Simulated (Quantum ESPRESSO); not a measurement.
## AlSi2PC4 (input and log of a self-consistent run)

Computed values, not a measurement. The program is pw.x of Quantum ESPRESSO 7.5 (plane-wave density functional theory). The cell is made up: 8 atoms on a zincblende/diamond lattice, with randomly drawn elements, strain and displacements, not relaxed. PseudoDojo standard norm-conserving files (v0.5 for PBE, v0.4.1 for LDA and PBEsol) set the functional; there is no spin polarisation, spin-orbit coupling or dispersion term, and the masses in the input are unused placeholders.

Input:

```
&control calculation='scf', pseudo_dir='./dojo.nc.sr.pbe.v0_5.standard.upf', outdir='./o', disk_io='medium', tprnfor=.true., tstress=.true. /
&system ibrav=0, nat=8, ntyp=4, nbnd=22, ecutwfc=82.02448710, nosym=.true., tot_charge=0,
 occupations='smearing', smearing='fd', degauss=0.0018374661
/
&electrons conv_thr=7.350e-09, electron_maxstep=60, /
ATOMIC_SPECIES
Al 1.0 Al.upf
C 1.0 C.upf
P 1.0 P.upf
Si 1.0 Si.upf
CELL_PARAMETERS angstrom
4.4498 0.0899 0.0
0.0899 4.4498 0.0
0.0 0.0 4.4498
ATOMIC_POSITIONS angstrom
Al -0.0068 -0.0067 0.0193
Si 0.053 2.1909 2.2282
P 2.2485 0.0457 2.1759
Si 2.2965 2.2644 0.0098
C 1.0831 1.1668 1.1582
C 1.2166 3.3431 3.3709
C 3.3209 1.1751 3.3289
C 3.4308 3.4377 1.1129
K_POINTS automatic
4 4 4 1 1 1
```

The log is shortened where brackets say so; the opening notice, blank lines, dates and the lines on written files are dropped, and the path of the files is cut. It prints rydbergs, bohrs and kilobars, and counts compression as positive stress.

```
     Program PWSCF v.7.5
     Parallel version (MPI & OpenMP), running on       1 processor cores
     Number of MPI processes:                 1
     Threads/MPI process:                     1
     [start-up lines left out]
     bravais-lattice index     =            0
     lattice parameter (alat)  =       8.4106  a.u.
     unit-cell volume          =     594.3480 (a.u.)^3
     number of atoms/cell      =            8
     number of atomic types    =            4
     number of electrons       =        32.00
     number of Kohn-Sham states=           22
     kinetic-energy cutoff     =      82.0245  Ry
     charge density cutoff     =     328.0979  Ry
     scf convergence threshold =      7.3E-09
     mixing beta               =       0.7000
     number of iterations used =            8  plain     mixing
     Exchange-correlation= PBE
                           (   1   4   3   4   0   0   0)
     [axes and pseudopotential details left out]
   Cartesian axes
     site n.     atom                  positions (alat units)
         1        Al     tau(   1) = (  -0.0015278  -0.0015054   0.0043364  )
         2        Si     tau(   2) = (   0.0119082   0.4922588   0.5006394  )
         3        P      tau(   3) = (   0.5052005   0.0102680   0.4888885  )
         4        Si     tau(   4) = (   0.5159853   0.5087730   0.0022019  )
         5        C      tau(   5) = (   0.2433545   0.2621605   0.2602283  )
         6        C      tau(   6) = (   0.2733498   0.7511389   0.7573851  )
         7        C      tau(   7) = (   0.7461509   0.2640254   0.7479484  )
         8        C      tau(   8) = (   0.7708436   0.7723940   0.2500501  )
     number of k points=    32  Fermi-Dirac smearing, width (Ry)=  0.0018
                       cart. coord. in units 2pi/alat
        k(    1) = (   0.1225496   0.1225496   0.1250255), wk =   0.0625000
        k(    2) = (   0.1225496   0.1225496   0.3750765), wk =   0.0625000
     [further k points left out]
     Dense  grid:    59671 G-vectors     FFT dimensions: (  50,  50,  50)
     Estimated max dynamical RAM per process >      69.14 MB
     Initial potential from superposition of free atoms
     starting charge      31.9960, renormalised to      32.0000
     Starting wfcs are   32 randomized atomic wfcs
     total cpu time spent up to now is        3.1 secs
     per-process dynamical memory:    53.4 Mb
     Self-consistent Calculation
     iteration #  1     ecut=    82.02 Ry     beta= 0.70
     Davidson diagonalization with overlap
     ethr =  1.00E-02,  avg # of iterations =  3.3
     total cpu time spent up to now is        9.2 secs
     total energy              =     -82.88540915 Ry
     estimated scf accuracy    <       1.78029259 Ry
     iteration #  2     ecut=    82.02 Ry     beta= 0.70
     Davidson diagonalization with overlap
     ethr =  5.56E-03,  avg # of iterations =  2.0
     total cpu time spent up to now is       15.9 secs
     total energy              =     -83.41721153 Ry
     estimated scf accuracy    <       0.94259085 Ry
     iteration #  3     ecut=    82.02 Ry     beta= 0.70
     Davidson diagonalization with overlap
     ethr =  2.95E-03,  avg # of iterations =  2.0
     total cpu time spent up to now is       22.6 secs
     total energy              =     -83.56209822 Ry
     estimated scf accuracy    <       0.03728763 Ry
     iteration #  4     ecut=    82.02 Ry     beta= 0.70
     Davidson diagonalization with overlap
     ethr =  1.17E-04,  avg # of iterations =  6.2
     total cpu time spent up to now is       31.0 secs
     total energy              =     -83.57990187 Ry
     estimated scf accuracy    <       0.00377291 Ry
     iteration #  5     ecut=    82.02 Ry     beta= 0.70
     Davidson diagonalization with overlap
     ethr =  1.18E-05,  avg # of iterations =  8.1
     total cpu time spent up to now is       40.6 secs
     total energy              =     -83.58052659 Ry
     estimated scf accuracy    <       0.00183614 Ry
     [iterations 6 to 7 left out]
     iteration #  8     ecut=    82.02 Ry     beta= 0.70
     Davidson diagonalization with overlap
     ethr =  2.95E-08,  avg # of iterations =  4.3
     total cpu time spent up to now is       59.2 secs
     total energy              =     -83.58058394 Ry
     estimated scf accuracy    <       0.00000472 Ry
     iteration #  9     ecut=    82.02 Ry     beta= 0.70
     Davidson diagonalization with overlap
     ethr =  1.48E-08,  avg # of iterations =  1.9
     total cpu time spent up to now is       63.9 secs
     total energy              =     -83.58058426 Ry
     estimated scf accuracy    <       0.00000049 Ry
     iteration # 10     ecut=    82.02 Ry     beta= 0.70
     Davidson diagonalization with overlap
     ethr =  1.52E-09,  avg # of iterations =  2.9
     total cpu time spent up to now is       72.1 secs
     total energy              =     -83.58058444 Ry
     estimated scf accuracy    <       0.00000002 Ry
     iteration # 11     ecut=    82.02 Ry     beta= 0.70
     Davidson diagonalization with overlap
     ethr =  6.99E-11,  avg # of iterations =  3.6
     total cpu time spent up to now is       79.5 secs
     total energy              =     -83.58058444 Ry
     estimated scf accuracy    <          9.7E-09 Ry
     iteration # 12     ecut=    82.02 Ry     beta= 0.70
     Davidson diagonalization with overlap
     ethr =  3.02E-11,  avg # of iterations =  2.0
     total cpu time spent up to now is       84.8 secs
     End of self-consistent calculation
     [lines on levels left out]
!    total energy              =     -83.58058444 Ry
     estimated scf accuracy    <          9.9E-10 Ry
     smearing contrib. (-TS)   =      -0.00000000 Ry
     internal energy E=F+TS    =     -83.58058444 Ry
     The total energy is F=E-TS. E is the sum of the following terms:
     one-electron contribution =      18.66798752 Ry
     hartree contribution      =      10.09913630 Ry
     xc contribution           =     -29.92968306 Ry
     ewald contribution        =     -82.41802521 Ry
     convergence has been achieved in  12 iterations
     Forces acting on atoms (cartesian axes, Ry/au):
     atom    1 type  1   force =     0.02116570    0.01777571   -0.01942990
     atom    2 type  4   force =    -0.02176233    0.05261999    0.05638870
     atom    3 type  3   force =    -0.02829032    0.00207973    0.05271577
     atom    4 type  4   force =    -0.02438967    0.00941375    0.00903043
     atom    5 type  2   force =     0.11009091   -0.02834667   -0.01063290
     atom    6 type  2   force =     0.02796550   -0.00520682   -0.07980256
     atom    7 type  2   force =    -0.01722001    0.00147592   -0.06256995
     atom    8 type  2   force =    -0.06755978   -0.04981160    0.05430042
     Total force =     0.215254     Total SCF correction =     0.000014
     Computing stress (Cartesian axis) and pressure
          total   stress  (Ry/bohr**3)                   (kbar)     P=      -47.84
  -0.00028357  -0.00064411  -0.00013841          -41.71      -94.75      -20.36
  -0.00064411  -0.00040823   0.00005435          -94.75      -60.05        8.00
  -0.00013841   0.00005435  -0.00028376          -20.36        8.00      -41.74
     init_run     :      2.91s CPU      2.99s WALL (       1 calls)
     electrons    :     74.19s CPU     81.71s WALL (       1 calls)
     forces       :      1.00s CPU      1.02s WALL (       1 calls)
     stress       :      3.98s CPU      4.03s WALL (       1 calls)
     [timing details left out]
     PWSCF        :   1m22.26s CPU   1m30.02s WALL
     JOB DONE.
```

In other units: free energy -1137.172 eV for the cell, pressure -4.78 GPa, largest force component 2.831 eV/Å. A rerun of the same cell at another strain at 1347 eV and a 6 x 6 x 6 mesh moved values by no more than 0.007 eV in energy, 0.06 GPa in stress and 0.002 eV/Å in force.